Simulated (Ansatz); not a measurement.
**Band structure of NiSb**

```xyz
4
Lattice="3.9400 0.0000 0.0000 -1.9700 3.4121 0.0000 0.0000 0.0000 5.1400" Properties=species:S:1:pos:R:3 pbc="T T T"
Ni    0.0000    0.0000    0.0000
Ni    0.0000    0.0000    2.5700
Sb    0.0000    2.2748    1.2850
Sb    1.9700    1.1374    3.8550
```

Atoms are numbered in the order listed.

The cell is COD entry 9008903, as deposited and not checked against the literature; nothing was relaxed.

Spin–orbit coupling is left out, though it moves levels of the heavy atoms by tenths of an eV or more.

These are results of DFT, PBE, all-electron LAPW, scalar-relativistic (Ansatz 0.2.0), not measurements.

Sampling and basis: a Γ-centred 10×10×7 k mesh, Fermi–Dirac smearing of 0.05 eV, basis error target 0.5 meV/atom, spin-polarised from start moments Ni1 1.5, Ni2 1.5 μB (the moments died away, and the run ended non-magnetic).

Points in fractions of the reciprocal vectors of this cell: Γ (0, 0, 0), M (0.5, 0, 0), K (0.333, 0.333, 0), A (0, 0, 0.5), L (0.5, 0, 0.5), H (0.333, 0.333, 0.5). The path joins them by straight lines in the order Γ–M–K–Γ–A–L–H–A–L; legs that retrace an earlier one aren't tabulated. Energies are in eV from the Fermi level.

Problem. Is there a gap?

Solution. none: bands cross the Fermi level, a metal.

Problem. List the levels between -20 and 5.5 eV at the symmetry points.

Solution. 
Γ: -12.91, -8.41, -6.19, -3.87 (×2), -3.11, -2.52 (×2), -2.06 (×2), -1.29 (×2), 0.00, 0.59 (×2), 2.50 (×2), 3.16, 4.01, 5.27
M: -10.43, -9.72, -5.91, -3.52, -3.45, -3.17, -3.13 (×2), -2.86, -2.11, -2.04, -1.81, -1.55, -1.36, -1.28, -0.34, 1.16, 3.47, 3.97, 5.42, 5.44
K: -9.75 (×2), -6.64, -4.35 (×2), -3.14 (×2), -2.63, -2.02, -1.94 (×2), -1.58, -1.32 (×2), -0.57 (×2), 0.67 (×2), 2.85
A: -11.51 (×2), -3.10 (×4), -2.77 (×2), -2.05 (×4), 0.25 (×2), 2.08 (×4), 5.22 (×2)
L: -9.78 (×2), -6.33 (×2), -3.23 (×2), -2.80 (×2), -1.93 (×2), -1.87 (×2), -1.77 (×2), 0.22 (×2), 1.70 (×2), 5.18 (×2)
H: -9.51 (×2), -5.51 (×2), -5.07 (×2), -2.71 (×2), -2.02 (×2), -1.96 (×2), -1.37 (×2), -1.25 (×2), 4.24 (×2)
